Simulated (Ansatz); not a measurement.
**All-electron DFT: HgAu₃O**

Cell: generated HgAu₃O in the cubic perovskite structure, strained and with atoms displaced, one atom being moved towards a neighbour.

PBE, full-potential LAPW in Ansatz, scalar-relativistic, point nucleus. k-points 2×2×2 (shift 0.5, 0.5, 0.5 mesh steps), Fermi–Dirac smearing of 0.15 eV. The mesh is coarse, so the numbers hold for this sampling and aren't converged over the zone. In metals such a mesh can move stress, forces and moments by their own size. No spin polarisation. The cell's electron count is odd, so a run with spin could end lower. Atoms are numbered as listed.

Lattice vectors (Å):
```
 4.5854  0.0561 -0.0306
 0.0561  4.7644  0.1341
-0.0306  0.1341  4.5047
```

```tsv
atom	x	y	z (fractional)
O1	0.8265	0.2955	0.9231
Au2	0.3403	0.2799	0.8227
Au3	0.8244	0.7923	0.8320
Au4	0.8291	0.2871	0.3253
Hg5	0.3322	0.7955	0.3363
```

What forces and pressure does this calculation give?


Forces (eV/Å): O1 (0.252, 0.382, -4.652); Au2 (-0.333, -0.267, -0.984); Au3 (0.027, 0.108, -0.841); Au4 (0.092, -0.139, 6.411); Hg5 (-0.037, -0.084, 0.066).

Stress (GPa; xx, yy, zz, yz, xz, xy; compression positive): 0.37, 1.24, 17.90, 1.93, -0.24, 0.36.

| Property | Result |
| --- | --- |
| All-electron E − TS, for this scheme | -2088019.275 eV |
| Pressure | 6.50 GPa |
| Largest force | 6.413 eV/Å |
